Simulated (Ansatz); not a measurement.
Sn2Au in space group Pbca (No. 61; Sn on 8c, Sn on 8c, Au on 8c) under volume change, the program Ansatz at the PBEsol level (PAW), shape and atoms relaxed at each volume.

| V (Å³/atom) | E − E(relaxed) (meV/atom) | P (GPa) |
|---|---|---|
| 21.838 | 54.7 | 9.02 |
| 22.558 | 22.6 | 5.40 |
| 23.278 | 5.2 | 2.43 |
| 23.998 | 0.0 | 0.00 |
| 24.718 | ? | ? |
| 25.438 | 16.6 | -3.38 |
| 26.158 | ? | ? |

Fill in the missing entries.


- 24.718, E − E(relaxed) (meV/atom): 4.5
- 24.718, P (GPa): -1.94
- 26.158, E − E(relaxed) (meV/atom): 33.8
- 26.158, P (GPa): -4.05

What does a third-order Birch–Murnaghan fit give for V₀, B₀ and B′?

V₀ = 23.99 Å³/atom, B₀ = 68.4 GPa, B′ = 7.5.

The first step of the workflow began from a Materials Project structure, measured or hypothetical; the Crystallography Open Database files this formula in space group No. 61, but the cells were not matched. Its standing as an ambient phase is unchecked. Symmetry was held in the PBEsol relaxation; whether a distortion lowers the energy is not shown. Scalar-relativistic: spin–orbit coupling is off unless named, which matters more the heavier the elements.

Potentials: the later of the program's two PAW sets.
